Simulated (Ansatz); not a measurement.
An Ansatz (a quantum-chemistry and plane-wave program) input:

Ansatz 0.2 input:
```yaml
crystal:
  lattice:
    - [0.0, 2.5910138663, 2.5910138663]
    - [2.5910138663, 0.0, 2.5910138663]
    - [2.5910138663, 2.5910138663, 0.0]
  atoms:
    - { symbol: Pt, position: [0.0, 0.0, 0.0] }
    - { symbol: Mo, position: [0.5, 0.5, 0.5] }
kpoints:
  mp_grid: { grid: [10, 10, 10] }
  band_path:
    path:
      - [[0.0, 0.0, 0.0], [0.5, 0.0, 0.5], [0.625, 0.25, 0.625]]  # Γ-X-U
      - [[0.375, 0.375, 0.75], [0.0, 0.0, 0.0], [0.5, 0.5, 0.5], [0.5, 0.25, 0.75], [0.5, 0.0, 0.5]]  # K-Γ-L-W-X
    npoints: 12
basis: { ecutwfc: 600, xc_grid: 2 }
hamiltonian:
  xc: pbesol
  pseudopotentials: { azcp: { folder: ./paw }, kind: paw_fr }
magnetization: { noncollinear: true, spin_orbit: true }
scf:
  n_extra_bands: 12
  convergence: { dr2_threshold: 0.0000000001 }
  occupations: { method: gaussian, width: 0.05 }
output: { eigenvalues: true }
```

Problem. How many symmetry operations and irreducible k-points will the run report?

Solution. 48 operations, 47 of 1000 k-points.

Problem. With a cutoff of 600 eV, how many plane waves at Γ?

Solution. 1211.

It took very roughly 30 core-seconds on shared server cores.

Space group Fm-3m (rock salt). The start of the workflow was typed in or built on a structure type; neither database checked (COD, Materials Project) lists it. Whether it is the stable phase at ambient conditions was not checked. The PBEsol relaxation kept the symmetry of its start; its stability against distortions is not shown here. No spin polarisation was allowed. Its formation energy is positive at this level, so the cell may be metastable or incomplete.

Potentials: the earlier of the program's two PAW sets. The files were generated under PBE; for other functionals the program regenerates the frozen cores, and for LDA and PBEsol the local potential too.

Ansatz is a plane-wave DFT program.
